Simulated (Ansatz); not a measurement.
**Stability checks on a candidate for InGa3As4**

The cell was found from a structure generator's guess, not taken from experiment.

The calculation used DFT PBE, scalar-relativistic, plane waves, PAW in Ansatz. Plane waves to 420 eV, a 6×6×6 mesh through Γ for the 8-atom cell and 0.10 eV Gaussian smearing; no spin polarisation.

Space group P-43m (No. 215). a = 5.858 Å, b = 5.858 Å, c = 5.858 Å, α = 90.00°, β = 90.00°, γ = 90.00°
```tsv
atom	site	symmetry	x	y	z
In	1a	-43m	0.0000	0.0000	0.0000
Ga	3c	-42.m	0.5000	0.0000	0.5000
As	4e	.3m	0.2594	0.7406	0.7406
```

Formation energies are uncorrected and refer to the elements' standard structures at the same level.

**Question.** These tests were run: energy against the elements; phonons at Γ. What do they show?

**Answer.**

```tsv
test	result
energy against the elements	−0.31 eV/atom
phonons at Γ	lowest optical mode 61 cm⁻¹
```

It fails none of these tests. Whether a mixture of other phases lies lower isn't tested here. Phonons away from Γ weren't computed.

The reference form of As is held partly by dispersion forces, which this level lacks. The run for the phonons used a 6×6×6 k mesh and Fermi–Dirac smearing of 0.15 eV.
